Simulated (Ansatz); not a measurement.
Starting structure of a cell relaxation (symmetry kept):

```xyz
5
Lattice="4.5205 0.0000 0.0000 0.0000 4.5205 0.0000 0.0000 0.0000 4.5205" Properties=species:S:1:pos:R:3 pbc="T T T"
Cs    0.0000    0.0000    0.0000
Ca    2.2603    2.2603    2.2603
F     0.0000    2.2603    2.2603
F     2.2603    0.0000    2.2603
F     2.2603    2.2603    0.0000
```

The calculation used DFT r2SCAN, scalar-relativistic, plane waves, PAW (Ansatz 0.2.0).

Plane waves to 500 eV, a k mesh through Γ of 6×6×6 on the computed 5-atom cell and Gaussian smearing (0.02 eV); no spin polarisation.

Task: What does it relax to?

Result: The volume goes down by 0.04 Å³/atom to 18.44 Å³/atom, and the energy changes by under 0.1 meV/atom. Final structure:
```cif
data_structure
_symmetry_space_group_name_H-M 'P 1'
_symmetry_Int_Tables_number 1
_cell_length_a 4.5173
_cell_length_b 4.5173
_cell_length_c 4.5173
_cell_angle_alpha 90.000
_cell_angle_beta 90.000
_cell_angle_gamma 90.000
_cell_volume 92.18
loop_
_atom_site_label
_atom_site_type_symbol
_atom_site_fract_x
_atom_site_fract_y
_atom_site_fract_z
_atom_site_occupancy
Cs1 Cs 0.00000 0.00000 0.00000 1
Ca1 Ca 0.50000 0.50000 0.50000 1
F1 F 0.00000 0.50000 0.50000 1
F2 F 0.50000 0.00000 0.50000 1
F3 F 0.50000 0.50000 0.00000 1
```

Course of the relaxation (steps run on the plane waves of an earlier cell, and the basis is chosen afresh near the end, so energy and pressure can step there; trial steps that raised the energy were taken back; energies are free energies):

```
step P (GPa) V (Å³/atom)
   1    -0.13        18.48
   2    -0.01        18.44
   3    -0.01        18.44
```

Symmetry holds off the tilts and polar distortions that many cubic perovskites undergo.

Cost: 1 run of about 0.38 core-minutes, on Arm Neoverse V2 (shared hosts).